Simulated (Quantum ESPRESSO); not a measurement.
# Moving one atom in Zn3S2F2

These are calculations, not measurements. They come from pw.x of Quantum ESPRESSO 7.5, a plane-wave density functional program, with PseudoDojo standard norm-conserving files (v0.5 for PBE, v0.4.1 for LDA and PBEsol). The cells are made up: elements, strain and atom displacements were drawn at random, and nothing was relaxed. There is no spin polarisation, spin-orbit coupling or dispersion term.

The cell has 8 sites of a zincblende or diamond lattice. Sites 1 to 4 hold empty Zn Zn Zn; sites 5 to 8 hold S S F F. Cell vectors in Å: (5.031, -0.010, -0.026); (-0.010, 5.009, 0.034); (-0.026, 0.034, 4.995). Settings: PBE, cutoff 1143 eV, 4 x 4 x 4 k mesh shifted by half a step, Fermi-Dirac smearing of 0.025 eV.

Each run shifts the Zn atom on site 3 along x and leaves all else fixed. Site 6 is one of its nearest neighbours. E is the free energy of the cell above the lowest run shown. The last column is band 44 less band 43 at Gamma, from a band step after each run.

| run | shift (Å) | Fx on site 3 (eV/Å) | Fx on site 6 (eV/Å) | P (GPa) | E (meV) | level step at Gamma (eV) |
| --- | --- | --- | --- | --- | --- | --- |
| 1 | -0.1039 | 1.976 | -1.514 | 5.97 | 249.1 | 1.445 |
| 2 | -0.0893 | 1.861 | -1.453 | 5.79 | 221.1 | 1.415 |
| 3 | -0.0678 | 1.692 | -1.364 | 5.55 | 182.9 | 1.370 |
| 4 | -0.0115 | 1.250 | -1.136 | 4.96 | 100.0 | 1.255 |
| 5 | 0.0367 | 0.878 | -0.950 | 4.51 | 48.8 | 1.159 |
| 7 | 0.1277 | 0.200 | -0.624 | 3.82 | 0.0 | 0.982 |
| 6 | 0.1038 | ? | ? | ? | ? | ? |

A rerun of one of these cells at 1437 eV and k mesh 6 x 6 x 6 moved values by no more than 0.002 eV in the cell's energy, 0.02 GPa in stress and 0.002 eV/Å in force.

## Worked fit

A parabola through the six runs shown gives Fx on site 3 = 1.161 - 7.71 u + 1.4 u² eV/Å, with u in Å and a scatter of 0.002 eV/Å. Minus the slope, 7.71 ± 0.06 eV/Å², is this atom's force constant along x at u = 0, with its periodic images moving too. The fitted force does not vanish within the range. The error is the larger of the fit's own and the change that a cubic makes, rounded up.

## Withheld run

Question: what Fx on site 3 should run 6 give?

The fit gives 0.376 eV/Å. The calculation gave 0.374 eV/Å.

```
run  shift (Å)  Fx on site 3 (eV/Å)  Fx on site 6 (eV/Å)  P (GPa)  E (meV)  level step at Gamma (eV)
  6     0.1038                0.374               -0.705     3.98      6.9                     1.028
```